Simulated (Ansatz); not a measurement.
Profile along the O–Ni line in NiO (rock salt)

NiO (rock salt)

```xyz
2
Lattice="0.0000 2.0953 2.0953 2.0953 0.0000 2.0953 2.0953 2.0953 0.0000" Properties=species:S:1:pos:R:3 pbc="T T T"
O      0.0000     0.0000     0.0000
Ni     2.0953     2.0953     2.0953
```

Fields along a shortest O–Ni line of a {100} plane (2.10 Å), from O to Ni, interpolated on the slice's grid (step about 0.1 Å). Level of theory: r2SCAN (plane waves to 500 eV, PAW, scalar-relativistic; Ansatz, a quantum-chemistry and plane-wave program). k mesh 13×13×13. Inside the PAW spheres the values are not all-electron values, and peaks at nuclei hang on which shells count as valence. NiO is run spin-polarised and with no Hubbard U; the real compound is an antiferromagnetic insulator, a state that this run doesn't describe. NiO was relaxed with its symmetry unable to fall. Relaxed NiO ends ferromagnetic. The PAW data are Ansatz's earlier set. Other magnetic orders were not checked, so this need not be the ground state.

```
distance from O (Å)  valence electron density (e/Å³)  spin density, up minus down (e/Å³)  electron localisation function  ELF of the up spins  ELF of the down spins
-------------------  -------------------------------  ----------------------------------  ------------------------------  -------------------  ---------------------
0.00                                            8.60                                0.62                               x                    x                      x
0.21                                            7.20                                0.51                               x                    x                      x
0.42                                            4.11                                0.26                            0.75                 0.75                   0.74
0.63                                            1.72                                0.07                            0.82                 0.81                   0.83
0.84                                            0.74                                0.01                            0.65                 0.55                   0.76
1.05                                            0.43                                0.04                            0.14                 0.11                   0.22
1.26                                            0.62                                0.22                            0.07                 0.14                   0.02
1.47                                            2.54                                0.87                            0.20                 0.29                   0.09
1.68                                           12.82                                2.21                            0.66                 0.65                   0.66
1.89                                           42.26                                4.98                               x                    x                      x
2.10                                           64.79                                7.53                               x                    x                      x
```

x: too close to a nucleus for the ELF to mean much.

Density on the O–Ni line (2.10 Å) at its density minimum, 1.1 Å from O: 0.42 e/Å³. ELF at that point: 0.1. Character of the O–Ni contact (rough rule: ELF there above 0.7 covalent, below 0.2 ionic, polar between): closed-shell (ionic).
